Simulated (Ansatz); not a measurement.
A relaxed cell of HfO2 (P4₂/nmc (No. 137)), relaxed on a k-mesh at least as fine as the one used below. All values below come from r2SCAN (plane waves to 500 eV, PAW, scalar-relativistic; Ansatz, a program for electronic structure). Γ-centred k-mesh 4×7×5 on the run's cell (coarser than for final values), Fermi–Dirac smearing 0.05 eV.

```
CELL_PARAMETERS angstrom
      7.15395     0.00000     0.00000
      0.00000     3.57698     0.00000
      0.00000     0.00000     5.20360
ATOMIC_POSITIONS crystal
  Hf 0.00000 0.00000 0.00000
  Hf 0.50000 0.00000 0.00000
  Hf 0.25000 0.50000 0.50000
  Hf 0.75000 0.50000 0.50000
  O  0.00000 0.50000 0.19607
  O  0.50000 0.50000 0.19607
  O  0.00000 0.50000 0.69607
  O  0.50000 0.50000 0.69607
  O  0.25000 0.00000 0.30393
  O  0.75000 0.00000 0.30393
  O  0.25000 0.00000 0.80393
  O  0.75000 0.00000 0.80393
```

The atoms are displaced by (Å):

```json
[
 {"atom": "Hf1", "ux": "0.047", "uy": "-0.081", "uz": "-0.252"},
 {"atom": "Hf2", "ux": "0.104", "uy": "-0.093", "uz": "0.002"},
 {"atom": "Hf3", "ux": "-0.012", "uy": "0.014", "uz": "0.067"},
 {"atom": "Hf4", "ux": "-0.043", "uy": "-0.057", "uz": "-0.092"},
 {"atom": "O5", "ux": "0.143", "uy": "-0.052", "uz": "-0.020"},
 {"atom": "O6", "ux": "0.064", "uy": "-0.071", "uz": "-0.029"},
 {"atom": "O7", "ux": "-0.100", "uy": "-0.020", "uz": "-0.077"},
 {"atom": "O8", "ux": "-0.072", "uy": "0.102", "uz": "-0.143"},
 {"atom": "O9", "ux": "-0.039", "uy": "0.103", "uz": "-0.085"},
 {"atom": "O10", "ux": "-0.053", "uy": "0.052", "uz": "0.109"},
 {"atom": "O11", "ux": "0.064", "uy": "-0.135", "uz": "-0.057"},
 {"atom": "O12", "ux": "-0.067", "uy": "-0.137", "uz": "0.081"}
]
```

What forces (eV/Å) and pressure result?


```
atom     Fx     Fy     Fz
----  -----  -----  -----
Hf1    0.95   0.16   4.64
Hf2   -3.62  -0.06   1.75
Hf3   -1.38   0.26  -4.41
Hf4   -0.72   2.47   0.47
O5    -1.95   1.01  -1.96
O6     0.31   0.89  -0.84
O7     1.07  -0.46   1.14
O8     2.73  -1.12   1.68
O9     0.88  -2.08   1.16
O10    0.15  -3.15  -1.76
O11   -0.74   1.27  -0.23
O12    2.33   0.81  -1.65
```

Pressure +8.3 GPa.

Estimate the energy cost of the displacement in the harmonic approximation and compare with the calculation.

For a harmonic well ΔE = −½ Σ F·u = 2.150 eV a cell, or 179 meV/atom. The calculated energy relative to the undisplaced cell is +0.172 eV/atom, so the harmonic estimate holds well.

No spin polarisation in the result.

The run that gave the undisplaced cell could not lose the symmetry of its start; a randomly shaken copy of 12 atoms returns to this structure.
